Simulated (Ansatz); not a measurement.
BaGaSnH:
```
BaGaSnH
1.0
    4.53162     0.00000     0.00000
   -2.26581     3.92450     0.00000
    0.00000     0.00000     5.20713
Ba Ga Sn H
1 1 1 1
Direct
  0.33333   0.66667   0.99979
  0.00000   0.00000   0.41650
  0.66667   0.33333   0.54305
  0.00000   0.00000   0.08436
```

Relaxed with PBEsol. Special points in fractions of this cell's reciprocal vectors: Γ (0.000, 0.000, 0.000); M (0.500, 0.000, 0.000); K (0.333, 0.333, 0.000); A (0.000, 0.000, 0.500); L (0.500, 0.000, 0.500); H (0.333, 0.333, 0.500).

Problem. List the band energies nearest the valence-band maximum at these points for PBEsol in the plane-wave PAW code Ansatz.

Solution. In eV from the valence-band maximum; about four levels below and three above (degenerate sets whole), none deeper than 8.9 eV; points with the same levels are listed once.

```csv
k,below,above
Γ,-4.46 -1.19 -0.59 -0.59,0.63 3.14 3.14
M,-6.57 -3.16 -1.27 -0.72,0.55 1.76 2.77
K,-6.69 -3.25 -2.80 -0.82,0.78 2.54 3.34
A,-5.65 -0.08 0.00 0.00,0.32 1.37 1.37
L,-5.93 -3.67 -1.82 -1.14,1.59 3.28 3.92
H,-6.90 -3.51 -2.33 -0.80,2.82 3.57 3.60
```

Space group P3m1. The workflow started from a Materials Project entry (that database holds measured and hypothetical structures alike); the Crystallography Open Database files this formula in space group No. 156, but the cells were not matched. Its standing as an ambient phase is unchecked. The cell was relaxed with PBEsol under the symmetry of its start; its stability against distortions is not shown here. Spin–orbit coupling is left out wherever it is not named.

Potentials: the later of the program's two PAW sets.
